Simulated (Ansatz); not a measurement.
Piezoelectric tensor of Si3Ge

These are results of DFT PBE, scalar-relativistic, plane waves, PAW (Ansatz), not measurements. Plane waves to 420 eV; Γ-centred k mesh 10×10×6; fixed occupations. No spin polarisation.

Relaxed structure:
```
CELL_PARAMETERS angstrom
3.91238 0.00000 0.00000
0.00000 3.91238 0.00000
0.00000 0.00000 5.53206
ATOMIC_POSITIONS crystal
Si 0.00000 0.50000 0.74413
Si 0.50000 0.00000 0.25587
Si 0.50000 0.50000 0.50000
Ge 0.00000 0.00000 0.00000
```

The structure comes from a generated guess, relaxed at this level; another structure or a mixture of phases may lie lower.

Problem. Give the relaxed-ion proper piezoelectric stress tensor e_iJ (C/m², Voigt columns xx yy zz yz xz xy).

Solution.
```
x    0.000  0.000  0.000  0.000  0.014  0.000
y    0.000  0.000  0.000 -0.014  0.000  0.000
z    0.017 -0.017  0.000  0.000  0.000  0.000
```
Signs follow the orientation of the cell as given.

Problem. With the elastic constants (GPa, Voigt order)
C11 = 167.9, C12 = 25.6, C13 = 51.2, C22 = 167.9, C23 = 51.2, C33 = 141.0, C44 = 70.7, C55 = 70.7, C66 = 45.1 GPa; the others vanish.
find the strain coefficients d = e·C⁻¹ (pC/N).

Solution.
```
x    0.00  0.00  0.00  0.00  0.20  0.00
y    0.00  0.00  0.00 -0.20  0.00  0.00
z    0.12 -0.12  0.00  0.00  0.00  0.00
```
